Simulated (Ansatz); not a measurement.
input.yaml

```yaml
crystal:
  lattice:
    - [-2.3826985834, 2.3826985834, 2.3826985834]
    - [2.3826985834, -2.3826985834, 2.3826985834]
    - [2.3826985834, 2.3826985834, -2.3826985834]
  atoms:
    - { symbol: Sr, position: [0.0, 0.0, 0.0] }
basis:
  ecutwfc: 420
kpoints:
  mp_grid: { grid: [12, 12, 12] }
hamiltonian:
  xc: pbesol
scf:
  occupations: { method: gaussian, width: 0.1 }
output:
  forces: true
  stress: true
  eigenvalues: true
```

Launched with
```bash
ansatz run input.yaml --threads 1 --pin off --max-ram 2560MiB --backend cpu --events-out ev --progress --plain --runs-dir out
```

These are results of DFT PBEsol, scalar-relativistic, plane waves, PAW (Ansatz 0.2.0), not measurements.

Part of what the program printed, abridged:

```
Pseudopotentials: kind: paw
Pseudopotential: Sr, paw, valence charge 10, recommended cutoff 420 eV (normal)
Functional definition: PBEsol
Crystal: 1 atom, lattice volume = 54.109 Å³
Basis set: ecut = 420 eV, 1055 PW (Γ), exchange–correlation on 60×60×60 points (8 copies of the dense FFT grid, shifted against one another)
Bands: 9, of which v1, the nominal top of the filled ones, is band 5 counted from 1 (4 counted from 0)
Symmetry: 48 space group operations
Space group: Im-3m (ITA 229), of the structure as read, at distance tolerance 3.8e-5 Å
k-points: 72 of 1728
Initial density: superposition of atomic densities (neutral atoms: chi_scale 0, normalization atom), corrected by the library's trained network
Initial wavefunctions: pseudopotential atomic-orbital guess
Functional: x = pbesol(κ = 0.804, μ = 0.12345679), c = pbesol(β = 0.046)
SCF iter   1: F=—  HF=-3492.205498 eV  |F-HF|=—  |Δ(HF+E_count)|=         —  Δρ=1.38e-3  dr2=5.64e-4  ethr=1.77e-3  ⟨swp⟩=6.6  Hψ=5624  notcnv=0
SCF iter   2: F=—  HF=-3492.206014 eV  |F-HF|=—  |Δ(HF+E_count)|=   5.16e-4  Δρ=6.52e-4  dr2=1.53e-4  ethr=5.64e-6  ⟨swp⟩=2.8  Hψ=1725  notcnv=0
SCF iter   3: F=—  HF=-3492.206063 eV  |F-HF|=—  |Δ(HF+E_count)|=   4.98e-5  Δρ=1.38e-4  dr2=7.96e-6  ethr=1.53e-6  ⟨swp⟩=2.4  Hψ=898  notcnv=0
SCF iter   4: F=—  HF=-3492.206065 eV  |F-HF|=—  |Δ(HF+E_count)|=   1.76e-6  Δρ=2.55e-5  dr2=3.80e-7  ethr=7.96e-8  ⟨swp⟩=2.8  Hψ=912  notcnv=0
SCF iter   5: F=-3492.206065 eV  HF=-3492.206065 eV  |F-HF|=6.08e-9  |Δ(HF+E_count)|=   5.08e-8  Δρ=8.32e-6  dr2=2.69e-8  ethr=3.80e-9  ⟨swp⟩=1.3  Hψ=729  notcnv=0
SCF iter   6: F=-3492.206065 eV  HF=-3492.206065 eV  |F-HF|=2.12e-10  |Δ(HF+E_count)|=   7.84e-9  Δρ=7.07e-7  dr2=2.50e-10  ethr=2.69e-10  ⟨swp⟩=4.0  Hψ=3461  notcnv=0
SCF 1 converged in 6 iterations: F = -3492.206065 eV  dr2 = 2.50e-10
SCF converged after 6 iterations
Free energy (F): -3492.206065 eV
Harris-Foulkes:  -3492.206065 eV  (|F-HF|=2.12e-10)
Internal energy: -3492.199997 eV  (E = F + TS)
E sigma→0 (E₀):  -3492.203031 eV
Entropy (-TS):   -0.006068 eV (-6.068 meV/atom)
Fermi energy:    5.110529 eV
--- Per-component energies (eV) ---
  E_band       = -135.284155
  E_kinetic    = 241.418424
  E_local      = -767.612128  (includes V_loc(G=0)·N_el)
  E_nonlocal   = 204.216603
  E_hartree    = 193.465715
  E_xc         = -169.424172
  E_vxc        = -158.539699  (∫ρ·V_xc dr)
  E_paw        = -2644.563487  (= ΣΔE_a)
  E_vpaw       = -41.698939  (= ΣTr[D̂ρ^β])
  E_aug_tail   = -0.000001  (compensation charges beyond the density's cutoff)
  E_ewald      = -549.835299
  E_core_change = 0.134347  (= ΣΔE_core)
  E_smearing   = -0.006068  (= −TS)
--- Forces (eV/Å), atoms counted from 1 ---
  atom   1  Sr     0.00000000     0.00000000     0.00000000
--- Stress (GPa, compression-positive) ---
       -0.687891       0.000000       0.000000
        0.000000      -0.687891       0.000000
        0.000000       0.000000      -0.687891
  P = ⅓ Tr σ = -0.6879 GPa (-6.879 kbar)
--- Band table (eV; the first three rows and the last of 72) ---
  k-point 0: bands = ["-31.3879", "-13.2837", "-13.2837", "-13.2837", "1.4182", "7.4818", "7.4818", "7.4818", "8.8418"]
  k-point 1: bands = ["-31.3868", "-13.2985", "-13.2885", "-13.2837", "1.5387", "7.3737", "7.4053", "7.5980", "8.6807"]
  k-point 2: bands = ["-31.3838", "-13.3385", "-13.3016", "-13.2837", "1.8881", "7.0793", "7.1099", "7.9420", "8.5228"]
  k-point 71: bands = ["-31.3584", "-13.4361", "-13.4361", "-13.4361", "4.9478", "4.9478", "8.7340", "8.7340", "8.7340"]
```

The run converged.

Time: 2.1 s on 1 thread of Arm Neoverse V1, on a shared host, peak memory 0.29 GiB.